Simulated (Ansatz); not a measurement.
B (diamond, Fd-3m) under volume change, r²SCAN (plane waves, PAW; program Ansatz), scaled uniformly.

```
V (Å³/atom)  E − E(relaxed) (meV/atom)  P (GPa)
-----------  -------------------------  -------
7.572                             43.7    20.07
7.822                             18.5    12.44
8.071                              4.4     5.79
8.321                              0.0     0.00
8.571                              4.0    -5.05
8.820                             15.4    -9.45
9.070                             33.2   -13.29
```

**Question.** What does a third-order Birch–Murnaghan fit give for V₀, B₀ and B′?

**Answer.** V₀ = 8.32 Å³/atom, B₀ = 180 GPa, B′ = 3.6.

A made-up cell: these elements were put on the sites of a structure type; neither database checked (COD, Materials Project) lists it. It is not the phase usual at ambient conditions (space group No. 166). The r²SCAN relaxation kept the symmetry of its start. At this level the phase is mechanically unstable.

Potentials: the later of the program's two PAW sets.
